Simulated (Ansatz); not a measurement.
MoPd:
```yaml
crystal:
  lattice:
    - [1.31777, -5.29538, 0.00000]
    - [1.31777, 5.29538, 0.00000]
    - [0.00000, 0.00000, 4.32436]
  atoms:
    - { symbol: Mo, position: [0.67469, 0.32531, 0.25000] }
    - { symbol: Pd, position: [0.93100, 0.06900, 0.25000] }
    - { symbol: Mo, position: [0.32531, 0.67469, 0.75000] }
    - { symbol: Pd, position: [0.06900, 0.93100, 0.75000] }
```

Relaxed with r²SCAN. Special points in fractions of this cell's reciprocal vectors: Γ (0.000, 0.000, 0.000); Y (-0.500, 0.500, 0.000); C0 (-0.265, 0.735, 0.000); Σ0 (0.265, 0.265, 0.000); Z (0.000, 0.000, 0.500); A0 (0.265, 0.265, 0.500); E0 (-0.265, 0.735, 0.500); T (-0.500, 0.500, 0.500); S (0.000, 0.500, 0.000); R (0.000, 0.500, 0.500).

Q: List the band energies nearest the Fermi level at these points for r²SCAN (plane waves, PAW; program Ansatz).

A: In eV from the Fermi level; about four levels below and three above (degenerate sets whole), none deeper than 8.9 eV; points with the same levels are listed once.

```json
[
 {"k": "Γ", "below": "-1.80 -1.79 -1.70 -1.15", "above": "1.65 1.88 1.99"},
 {"k": "Y", "below": "-1.97 -1.67 -1.39 -1.32", "above": "1.15 2.01 2.21"},
 {"k": "C0", "below": "-2.21 -1.76 -1.00 -0.06", "above": "0.62 1.38 1.49"},
 {"k": "Z", "below": "-1.66 -1.66 -0.27 -0.27", "above": "0.69 0.69 1.70 1.70"},
 {"k": "A0", "below": "-0.68 -0.68 -0.30 -0.30", "above": "1.34 1.34 2.98 2.98"},
 {"k": "T", "below": "-1.86 -1.86 -1.64 -1.64", "above": "0.65 0.65 2.04 2.04"},
 {"k": "S", "below": "-2.42 -2.24 -1.42 -1.41", "above": "0.04 0.52 0.57"},
 {"k": "R", "below": "-1.73 -1.73 -0.76 -0.76", "above": "0.12 0.12 0.80 0.80"}
]
```

Space group Cmcm. The start of the workflow was typed in or built on a structure type; neither database checked (COD, Materials Project) lists it. Its standing as an ambient phase is unchecked. The r²SCAN relaxation kept the symmetry of its start; its stability against distortions is not shown here. No spin polarisation was allowed. Scalar-relativistic: spin–orbit coupling is off unless named, which matters more the heavier the elements.

Potentials: the later of the program's two PAW sets.
